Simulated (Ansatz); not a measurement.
In r²SCAN (plane waves, PAW; program Ansatz), SiGeC2 in the tetragonal phase (P-4m2; Ge on 1c, Si on 1a, C on 2g) relaxes to a = 3.156 Å, c = 4.456 Å. Ge has 4 nearest neighbours from 1.97 Å (tetrahedral); Si has 4 nearest neighbours from 1.90 Å (tetrahedral); C has 4 nearest neighbours from 1.90 Å (tetrahedral). Against the elements it lies at 0.041 eV/atom, with no fitted shifts.

The Kohn–Sham gap is 1.80 eV (indirect). The valence maximum lies at Γ and the conduction minimum at M. HSE06 on the same cell gives 2.29 eV. Gap from r²SCAN with spin–orbit coupling: 1.78 eV.

An equation-of-state fit gives a bulk modulus of 208 GPa. The relaxed-ion elastic constants in GPa are C11 = 484, C12 = 20.9, C13 = 125, C33 = 372, C44 = 227, C66 = 128. The elastic constants imply a Debye temperature near 913 K. Bader charges are Ge +1.52, Si +2.86, C -2.19 e.

The start of the workflow was typed in or built on a structure type; neither database checked (COD, Materials Project) lists it. Its standing as an ambient phase is unchecked. The cell was relaxed with r²SCAN under the symmetry of its start; whether a distortion lowers the energy is not shown. The references are the lowest solids computed at this level, not always the standard phases. Spin–orbit coupling is left out wherever it is not named.

Potentials: the later of the program's two PAW sets.
